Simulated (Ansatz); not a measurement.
TiO₂:
```xyz
6
Lattice="4.5969 0.0000 0.0000 0.0000 4.5969 0.0000 0.0000 0.0000 2.9536" Properties=species:S:1:pos:R:3 pbc="T T T"
Ti     0.0000     0.0000     0.0000
Ti     2.2985     2.2985     1.4768
O      1.4004     1.4004     0.0000
O      3.6988     0.8981     1.4768
O      0.8981     3.6988     1.4768
O      3.1966     3.1966     0.0000
```

Relaxed with r²SCAN. Independent-particle spectrum: no excitons, no local fields, no scissors shift; 0.1 eV broadening; ε₁ of the summed bands alone.

### Question
Tabulate the dielectric function from r²SCAN in the plane-wave PAW code Ansatz.

### Answer


| E (eV) | ε₁ xx | ε₂ xx | ε₁ zz | ε₂ zz |
|---|---|---|---|---|
| 0.0 | 6.32 | 0.00 | 7.49 | 0.00 |
| 0.3 | 6.34 | 0.00 | 7.51 | 0.00 |
| 0.6 | 6.40 | 0.00 | 7.59 | 0.00 |
| 0.9 | 6.51 | 0.00 | 7.72 | 0.00 |
| 1.2 | 6.67 | 0.00 | 7.93 | 0.00 |
| 1.5 | 6.91 | 0.00 | 8.22 | 0.00 |
| 1.8 | 7.24 | 0.00 | 8.63 | 0.00 |
| 2.1 | 7.72 | 0.00 | 9.23 | 0.00 |
| 2.4 | 8.49 | 0.03 | 10.18 | 0.00 |
| 2.7 | 9.81 | 0.20 | 12.11 | 0.14 |
| 3.0 | 12.34 | 1.24 | 15.36 | 2.72 |
| 3.3 | 14.48 | 9.42 | 14.59 | 9.98 |
| 3.6 | 8.46 | 8.06 | 10.66 | 10.27 |
| 3.9 | 5.18 | 9.72 | 8.71 | 11.52 |
| 4.2 | 4.42 | 8.82 | 3.68 | 13.64 |
| 4.5 | 3.48 | 7.45 | 1.04 | 9.24 |
| 4.8 | 3.89 | 8.88 | 1.44 | 7.92 |
| 5.1 | -0.25 | 6.92 | 0.19 | 5.85 |
| 5.4 | -0.18 | 5.08 | 0.68 | 4.44 |
| 5.7 | 0.61 | 3.83 | 2.12 | 2.68 |
| 6.0 | 1.46 | 3.11 | 4.55 | 2.89 |
| 6.3 | 2.20 | 3.31 | 4.24 | 6.43 |
| 6.6 | 3.01 | 3.81 | 3.28 | 4.90 |
| 6.9 | 2.73 | 3.84 | 4.31 | 4.51 |
| 7.2 | 3.74 | 5.20 | 5.48 | 5.98 |
| 7.5 | 1.93 | 5.82 | 6.80 | 6.44 |
| 7.8 | 2.25 | 6.79 | 5.41 | 14.43 |
| 8.1 | -1.13 | 6.53 | -3.49 | 12.41 |
| 8.4 | -1.45 | 5.63 | -2.32 | 8.11 |
| 8.7 | -2.42 | 5.07 | -3.74 | 8.29 |
| 9.0 | -2.62 | 3.02 | -4.76 | 6.36 |
| 9.3 | -2.01 | 1.69 | -3.54 | 3.24 |
| 9.6 | -0.95 | 1.50 | -2.81 | 4.17 |
| 9.9 | -0.73 | 1.64 | -3.79 | 2.96 |
| 10.2 | -0.58 | 1.51 | -3.31 | 1.75 |
| 10.5 | -0.43 | 1.30 | -2.53 | 1.60 |
| 10.8 | -0.29 | 1.20 | -2.20 | 1.07 |
| 11.1 | -0.15 | 1.06 | -1.63 | 0.89 |
| 11.4 | 0.10 | 0.91 | -1.38 | 0.71 |
| 11.7 | 0.28 | 0.88 | -1.09 | 0.65 |
| 12.0 | 0.45 | 0.85 | -0.83 | 0.46 |

### Question
From ε at 3.2 eV (xx: 15.40 + 4.70i), find n, k, the normal reflectivity and the absorption coefficient.

### Answer
n = 3.97, k = 0.592, R = 37 %, α = 2kE/ħc = 190000 cm⁻¹.

With all bands, ε∞ without local fields is 6.63 (xx = yy), 7.76 (zz). DFPT, with local fields, gives 6.59 (xx = yy), 7.82 (zz).

Space group P4_2/mnm (rutile). The cell was relaxed with r²SCAN under the symmetry of its start. The run is not spin-polarised.

Potentials: the later of the program's two PAW sets.
